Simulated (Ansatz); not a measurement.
Input:

Nb$_{3}$Ga$_{2}$:
```yaml
crystal:
  lattice:
    - [6.90518, 0.00000, 0.00000]
    - [0.00000, 6.90518, 0.00000]
    - [0.00000, 0.00000, 3.51022]
  atoms:
    - { symbol: Nb, position: [0.00000, 0.00000, 0.00000] }
    - { symbol: Nb, position: [0.50000, 0.50000, 0.00000] }
    - { symbol: Nb, position: [0.17558, 0.67558, 0.50000] }
    - { symbol: Nb, position: [0.82442, 0.32442, 0.50000] }
    - { symbol: Nb, position: [0.32442, 0.17558, 0.50000] }
    - { symbol: Nb, position: [0.67558, 0.82442, 0.50000] }
    - { symbol: Ga, position: [0.37453, 0.87453, 0.00000] }
    - { symbol: Ga, position: [0.62547, 0.12547, 0.00000] }
    - { symbol: Ga, position: [0.12547, 0.37453, 0.00000] }
    - { symbol: Ga, position: [0.87453, 0.62547, 0.00000] }
```

This is the r²SCAN-relaxed structure.

Q: All from DFT-r²SCAN in the program Ansatz with PAW potentials, unless another level is named. Predict the formation energy from the elements (no fitted shifts).

A: -0.45 eV/atom.

Q: What about the density of states at the Fermi level?

A: 0.37 states/eV per atom (mean over ±0.08 eV).

Space group P4/mbm. The first step of the workflow began from a Materials Project structure, measured or hypothetical; the Crystallography Open Database files this formula in space group No. 127, but the cells were not matched. Whether it is the stable phase at ambient conditions was not checked. The r²SCAN relaxation kept the symmetry of its start; its stability against distortions is not shown here. No spin polarisation was allowed. The references are the lowest solids computed at this level, not always the standard phases. Scalar-relativistic: spin–orbit coupling is off unless named, which matters more the heavier the elements.

Potentials: the later of the program's two PAW sets.
